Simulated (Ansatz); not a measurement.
System: GaSb (zinc blende type), 2 atoms in the cell.

Method: r²SCAN, plane waves, PAW datasets (generated soft set 1) (Ansatz 0.2.0 development build).

Cutoff 500 eV; k-mesh 6×6×6 Γ-centred; Fermi–Dirac smearing of 0.02 eV; no spin polarisation; no spin–orbit coupling.

```
Ga Sb
1.0
     0.00000    3.11000    3.11000
     3.11000    0.00000    3.11000
     3.11000    3.11000    0.00000
Ga Sb
1 1
Direct
  0.00000 0.00000 0.00000
  0.25000 0.25000 0.25000
```

(1) Is the cell under compression or tension, and by how much?

Results:

(1) The pressure is -2.05 GPa, so at these settings the cell is stretched and would shrink.

The stress includes the program's correction for the finite plane-wave basis.

The k-mesh is modest, so these values aren't fully converged in k.
